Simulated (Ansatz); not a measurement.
Ta:
```
CELL_PARAMETERS angstrom
     -1.65951     1.65951     1.65951
      1.65951    -1.65951     1.65951
      1.65951     1.65951    -1.65951
ATOMIC_POSITIONS crystal
  Ta 0.00000 0.00000 0.00000
```

Relaxed with PBE. Special points in fractions of this cell's reciprocal vectors: Γ (0.000, 0.000, 0.000); H (0.500, -0.500, 0.500); N (0.000, 0.000, 0.500); P (0.250, 0.250, 0.250).

Question: List the band energies nearest the Fermi level at these points for PBE (plane waves, PAW; program Ansatz).

Answer: In eV from the Fermi level; about four levels below and three above (degenerate sets whole), none deeper than 8.9 eV; points with the same levels are listed once.

| k | below | above |
|---|---|---|
| Γ | -7.86 | 0.73 0.73 0.73 |
| H | -3.72 -3.72 | 6.72 6.72 6.72 |
| N | -4.32 -1.50 | 1.52 3.83 4.84 |
| P | -1.22 -1.22 -1.22 | 5.01 5.01 6.91 |

Space group Im-3m (bcc (W type)). Symmetry was held in the PBE relaxation. No spin polarisation was allowed. Scalar-relativistic: spin–orbit coupling is off unless named, which matters more the heavier the elements.

Potentials: the earlier of the program's two PAW sets.
